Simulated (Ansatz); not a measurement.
**Y₂CdO₄: rattling a relaxed structure**

The structure comes from a generated guess, relaxed at this level; another structure or a mixture of phases may lie lower.

Level of theory: DFT PBE, scalar-relativistic, plane waves, PAW (Ansatz). Settings: cutoff 420 eV, Γ-centred mesh 6×8×6 on the computed 7-atom cell, Gaussian smearing of 0.02 eV; no spin polarisation.

The cell below (7 atoms, space group P2/m (No. 10)) is relaxed within its symmetry.

```
Y Cd O
1.0
     5.54533    0.00000    0.00295
     0.00000    3.50356    0.00000
    -1.42249    0.00000    5.72917
Y Cd O
2 1 4
Direct
  0.50000 0.00000 0.50000
  0.50000 0.50000 0.00000
  0.00000 0.00000 0.00000
  0.71118 0.00000 0.20105
  0.29247 0.50000 0.27908
  0.28882 0.00000 0.79895
  0.70753 0.50000 0.72092
```

For the test it was strained at random (σ = 1.5 % a component), the atoms were moved at random (σ = 0.10 Å), and all was relaxed again on a coarse 4×4×2 mesh (in the run’s order of axes) with 0.10 eV smearing, with no symmetry imposed.

**Question.** What happens?

**Answer.** It returns, within 1 meV/atom of the unmoved cell on that mesh and with the same symmetry when read at 0.1 Å (P1 at 0.01 Å, so small strains and shifts remain). No instability shows in this cell; modes of other wave vectors, which need another repeat, aren't tested.
